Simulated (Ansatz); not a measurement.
Sc$_{3}$TlB (anti-perovskite)

```xyz
5
Lattice="4.6327 0.0000 0.0000 0.0000 4.6327 0.0000 0.0000 0.0000 4.6327" Properties=species:S:1:pos:R:3 pbc="T T T"
Sc     0.0000     2.3163     2.3163
Sc     2.3163     0.0000     2.3163
Sc     2.3163     2.3163     0.0000
Tl     0.0000     0.0000     0.0000
B      2.3163     2.3163     2.3163
```

This relaxed cell (volume V₀) is scaled evenly in all directions, its shape held. Symmetry pins the atoms to their sites.

Method: PBEsol (plane waves to 420 eV, PAW, scalar-relativistic; Ansatz, an electronic-structure program). k mesh 10×10×10 (Γ-centred), Fermi-Dirac smearing 0.05 eV. Energies are smeared free energies. Sc3TlB is run without spin polarisation. Sc3TlB was relaxed with its symmetry unable to fall. Spin-orbit coupling is left out, though Tl is heavy. ΔE is measured from the relaxed starting cell.

### Question
What ΔE (eV/atom) does the calculation give at V/V₀ = 0.940, 0.955, 0.970, 0.985, 1.015, 1.030, 1.045, 1.060?

### Answer
| V/V₀ | ΔE (eV/atom) |
|---|---|
| 0.940 | 0.020 |
| 0.955 | 0.011 |
| 0.970 | 0.005 |
| 0.985 | 0.001 |
| 1.015 | 0.001 |
| 1.030 | 0.004 |
| 1.045 | 0.010 |
| 1.060 | 0.017 |

(Under strain, the slope of the energy per volume gives the stress and its curvature an elastic modulus.)
